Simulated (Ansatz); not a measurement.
A generator proposed this cell of La3Si2F.

```cif
data_structure
_symmetry_space_group_name_H-M 'P-3m1'
_symmetry_Int_Tables_number 164
_cell_length_a 4.2476
_cell_length_b 4.2476
_cell_length_c 7.4045
_cell_angle_alpha 90.000
_cell_angle_beta 90.000
_cell_angle_gamma 120.000
_cell_volume 115.69
loop_
_atom_site_label
_atom_site_type_symbol
_atom_site_symmetry_multiplicity
_atom_site_Wyckoff_symbol
_atom_site_fract_x
_atom_site_fract_y
_atom_site_fract_z
_atom_site_occupancy
La1 La 2 d 0.66667 0.33333 0.35293 1
La2 La 1 b 0.00000 0.00000 0.50000 1
Si1 Si 2 d 0.66667 0.33333 0.69023 1
F1 F 1 a 0.00000 0.00000 0.00000 1
```

Level of theory: Ansatz, DFT PBE, scalar-relativistic, plane waves, PAW. Settings: cutoff 420 eV, Γ-centred mesh 6×6×4 on the computed 6-atom cell, Gaussian smearing of 0.10 eV; no spin polarisation.

The zero of energy is the elements' standard structures at the same level (F₂ as a molecule); no fitted shifts are applied.

Problem. How far from equilibrium is it?

Solution. The pressure is 59.6 GPa (the mean over three directions, positive in compression), the largest force is 9.19 eV/Å, and the energy is +1.63 eV/atom against the elements. The shortest distance is 2.47 Å.

Problem. How much does it gain on relaxing, and where does it end?

Solution. Relaxing gains about 2.9 eV/atom (the start's value is from the coarse mesh, so the gain is rough) in 25 ionic steps and ends at −1.24 eV/atom on the finer mesh. The symmetry stays P-3m1 (No. 164). The volume per atom grows by 37.1 %, from 19.3 to 26.4 Å³. The shortest distance goes from 2.47 Å (La–Si) to 2.89 Å (La–F). The ratio c/a of the conventional cell changes by a factor of 1.29. Conventional cell: a = 4.336 Å, c = 9.743 Å. Around La on a site of symmetry 3m lie 3 F at 2.89 Å and 3 Si at 2.96 Å; Si is surrounded by 6 La at 2.96–3.12 Å; F has 6 La at 2.89 Å; 1 more site not described.

The last run used a 12×12×4 mesh (in the run's order of axes) for its 6-atom cell and Gaussian smearing of 0.10 eV. The relaxation can't lower the symmetry of the start. A structure relaxed within its symmetry needn't be a true minimum.
